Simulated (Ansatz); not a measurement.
# Ti (Im-3m), one atom moved along a line

Method: Ansatz, DFT r2SCAN, scalar-relativistic, plane waves, PAW. Cutoff 500 eV, Γ-centred 10×10×10 k-points, Gaussian smearing of 0.15 eV. No spin polarisation. Energies are free energies at this smearing, counted from the undisturbed cell; pressure is positive in compression.

The starting cell (as given, not relaxed at this level; it stands at -2.8 GPa; this bcc form isn't the usual structure):

```
Ti
1.0
     3.28200    3.28200   -3.28200
     3.28200   -3.28200    3.28200
    -3.28200   -3.28200   -3.28200
Ti
8
Cartesian
  -1.6410 -1.6410 -1.6410
  0.0000 0.0000 -3.2820
  0.0000 -3.2820 0.0000
  1.6410 -1.6410 -1.6410
  0.0000 0.0000 0.0000
  1.6410 1.6410 -1.6410
  1.6410 -1.6410 1.6410
  3.2820 0.0000 0.0000
```

Atom 1 (Ti) is moved by x along the Cartesian unit vector (0.577, 0.577, 0.577); the cell and all other atoms stay fixed. The cell is metallic on the mesh throughout.

```tsv
x (Å)	ΔE (meV/cell)	force along x on the moved atoms (eV/Å)	pressure (GPa)
-0.3000	103.2	0.93	-2.5
-0.1500	18.0	0.28	-2.7
0.0000	0.0	0.00	-2.8
0.0375	0.9	-0.05	-2.8
0.0750	3.9	-0.11	-2.8
0.1125	?	?	-2.8
0.1875	30.7	-0.40	-2.7
0.2250	48.5	-0.55	-2.6
0.2625	?	-0.73	?
```

By symmetry 0.3000 repeats -0.3000, -0.2250 repeats 0.2250, 0.1500 repeats -0.1500, -0.0750 repeats 0.0750 in energy, with the opposite slope along the path.

Task: Give the withheld values.

Result: ΔE (meV/cell) at x (Å) = 0.1125: 9.4; force along x on the moved atoms (eV/Å) at x (Å) = 0.1125: -0.18; ΔE (meV/cell) at x (Å) = 0.2625: 72.3; pressure (GPa) at x (Å) = 0.2625: -2.6.